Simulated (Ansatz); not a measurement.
Total density of states per atom from plane-wave PAW r²SCAN (Ansatz code), in 0.25 eV bins, energy from the valence-band maximum:

```
E (eV) | states/eV/atom
    -7.85 | ######### 0.19
    -7.60 | ########### 0.22
    -7.35 | ############ 0.25
    -7.10 | ############### 0.31
    -6.85 | ############### 0.32
    -6.60 | ############ 0.25
    -6.35 | ############ 0.26
    -6.10 | ############### 0.31
    -5.85 | ############ 0.26
    -5.60 | ############# 0.28
    -5.35 | ############## 0.30
    -5.10 | ############### 0.31
    -4.85 | ############### 0.31
    -4.60 | ################ 0.33
    -4.35 | ################# 0.35
    -4.10 | ################## 0.37
    -3.85 | #################### 0.41
    -3.60 | ###################### 0.46
    -3.35 | ###################### 0.47
    -3.10 | ###################### 0.47
    -2.85 | ################### 0.40
    -2.60 | ################# 0.36
    -2.35 | ################## 0.38
    -2.10 | ######################### 0.52
    -1.85 | ############################## 0.63
    -1.60 | #################### 0.42
    -1.35 | ############## 0.30
    -1.10 | ########### 0.24
    -0.85 | ######### 0.20
    -0.60 | ######## 0.16
    -0.35 | #### 0.08
    -0.10 | # 0.01
     0.15 |  0.00
     0.40 |  0.00
     0.65 |  0.00
     0.90 |  0.00
     1.15 |  0.00
     1.40 | # 0.01
     1.65 | ## 0.03
     1.90 | ### 0.06
     2.15 | ##### 0.11
     2.40 | ######## 0.16
     2.65 | ######### 0.19
     2.90 | ############# 0.27
     3.15 | ################# 0.35
     3.40 | ############# 0.28
     3.65 | ############# 0.28
     3.90 | #################### 0.42
     4.15 | ################### 0.41
     4.40 | #################### 0.42
     4.65 | ################### 0.40
     4.90 | ##################### 0.45
     5.15 | ################# 0.36
     5.40 | ################## 0.39
     5.65 | ################# 0.36
     5.90 | ####################### 0.48
```

### Question
Which compound is it?
A. TiC, rock salt
B. Lu3GaC, anti-perovskite
C. SiC, P6_422 (Si on 3c, C on 3d)
D. SiO2, rutile

### Answer
C, SiC, P6_422 (Si on 3c, C on 3d). Top 1 eV of the valence band: C 2p 77 %, Si 3p 18 %. Bottom 1 eV of the conduction band: Si 3p 47 %, C 2p 18 %, Si 3s 13 %, C 2s 11 %, outside the projected shells 12 %. Projections are on Löwdin-orthogonalised atomic valence shells; empty p or d shells of many metals are not among them.

The start of the workflow was typed in or built on a structure type; neither database checked (COD, Materials Project) lists it. It is not the phase usual at ambient conditions (space group No. 186, 216). The cell was relaxed with r²SCAN under the symmetry of its start; whether a distortion lowers the energy is not shown. Its formation energy is positive at this level, so the cell may be metastable or incomplete.

Potentials: the later of the program's two PAW sets.
